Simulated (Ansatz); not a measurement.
SnC:
```
CELL_PARAMETERS angstrom
      0.00000     2.39940     2.39940
      2.39940     0.00000     2.39940
      2.39940     2.39940     0.00000
ATOMIC_POSITIONS crystal
  C  0.00000 0.00000 0.00000
  Sn 0.50000 0.50000 0.50000
```

Relaxed with PBE. Special points in fractions of this cell's reciprocal vectors: Γ (0.000, 0.000, 0.000); X (0.500, 0.000, 0.500); U (0.625, 0.250, 0.625); K (0.375, 0.375, 0.750); L (0.500, 0.500, 0.500); W (0.500, 0.250, 0.750).

Task: List the band energies nearest the Fermi level at these points for the program Ansatz at the PBE level (PAW).

Result: In eV from the Fermi level; about four levels below and three above (degenerate sets whole), none deeper than 8.9 eV; … stands for higher levels left out; points with the same levels are listed once.

```tsv
k	below	above
Γ	-0.39 -0.39 -0.39	1.15 …
X	-6.63 -2.98 -2.98 -2.62	5.03 …
U	-6.58 -5.83 -2.11	0.46 6.46 …
L	-8.74	0.15 0.15 2.75
W	-6.03 -5.13 -5.13	3.01 6.09 …
```

Space group Fm-3m (rock salt). A made-up cell: these elements were put on the sites of a structure type; neither database checked (COD, Materials Project) lists it. Whether it is the stable phase at ambient conditions was not checked. The cell was relaxed with PBE under the symmetry of its start; its stability against distortions is not shown here. Spin–orbit coupling is left out wherever it is not named.

Potentials: the later of the program's two PAW sets.
